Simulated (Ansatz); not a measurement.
TiSi:
Space group Pnma (No. 62); a = 6.4539 Å, b = 3.6209 Å, c = 4.9643 Å, α = β = γ = 90.00°

| atom | site | symmetry | x | y | z |
|---|---|---|---|---|---|
| Ti | 4c | .m. | 0.1760 | 0.2500 | 0.1293 |
| Si | 4c | .m. | 0.0442 | 0.2500 | 0.6465 |

Relaxed at zero pressure with PBEsol (plane waves, PAW; program Ansatz).

Problem. The volume is lowered by 3 % and shape and atoms relax at that volume. What pressure results, and how do the axes share the change?

Solution. 5.0 GPa; a -1.2 %, b -0.9 %, c -0.9 %; the energy rises by 7 meV/atom.

Problem. Give the new structure.

Solution. 
Space group Pnma (No. 62); a = 6.3739 Å, b = 3.5889 Å, c = 4.9193 Å, α = 90.00°, β = 90.00°, γ = 90.00°

```csv
atom,site,symmetry,x,y,z
Ti,4c,.m.,0.1756,0.2500,0.1293
Si,4c,.m.,0.0443,0.2500,0.6464
```

The phase is kept; no other phase was compared at this pressure.

The first step of the workflow began from a Materials Project structure, measured or hypothetical; the Crystallography Open Database copy checked does not list it. COD files the formula under space group No. 25, so this cell is another polymorph or a model. Whether it is the stable phase at ambient conditions was not checked. The PBEsol relaxation kept the symmetry of its start; of distortions, only those at the zone centre were tested. The run is not spin-polarised.

Potentials: the later of the program's two PAW sets.
